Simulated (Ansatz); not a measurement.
LaSi₃Ir:
```
LaSi3Ir
1.0
   -2.14320     2.14320     4.93858
    2.14320    -2.14320     4.93858
    2.14320     2.14320    -4.93858
La Si Ir
1 3 1
Direct
  0.00160   0.00160   0.00000
  0.23817   0.73817   0.50000
  0.73817   0.23817   0.50000
  0.58699   0.58699   0.00000
  0.34557   0.34557   0.00000
```

Relaxed with r²SCAN. Special points in fractions of this cell's reciprocal vectors: Γ (0.000, 0.000, 0.000); X (0.000, 0.000, 0.500); P (0.250, 0.250, 0.250); N (0.000, 0.500, 0.000); M (0.500, 0.500, -0.500); S (0.297, 0.703, -0.297); S0 (-0.297, 0.297, 0.297); R (-0.094, 0.094, 0.500); G (0.500, 0.500, -0.094).

Task: List the band energies nearest the Fermi level at these points for r²SCAN (plane waves, PAW; program Ansatz).

Result: In eV from the Fermi level; about four levels below and three above (degenerate sets whole), none deeper than 8.9 eV; points with the same levels are listed once.

```json
[
 {"k": "Γ", "below": "-3.33 -2.88 -1.74 -1.74", "above": "0.02 0.02 1.35"},
 {"k": "X", "below": "-2.99 -2.97 -2.30 -1.99", "above": "2.09 2.27 2.57"},
 {"k": "P", "below": "-3.09 -2.68 -2.68 -2.14", "above": "1.56 2.42 2.42"},
 {"k": "N", "below": "-2.95 -2.32 -1.46 -0.64", "above": "0.01 1.78 2.20"},
 {"k": "M", "below": "-2.68 -2.68 -2.38 -0.31", "above": "0.79 0.79 1.68"},
 {"k": "S", "below": "-2.76 -2.36 -1.45 -0.29", "above": "0.70 1.99 2.30"},
 {"k": "R", "below": "-2.86 -2.51 -2.26 -1.68", "above": "1.81 2.31 2.43"}
]
```

Space group I4mm. The workflow started from a Materials Project entry (that database holds measured and hypothetical structures alike); the Crystallography Open Database files this formula in space group No. 107, but the cells were not matched. Whether it is the stable phase at ambient conditions was not checked. The cell was relaxed with r²SCAN under the symmetry of its start; whether a distortion lowers the energy is not shown. The run is not spin-polarised. Scalar-relativistic: spin–orbit coupling is off unless named, which matters more the heavier the elements.

Potentials: the later of the program's two PAW sets.
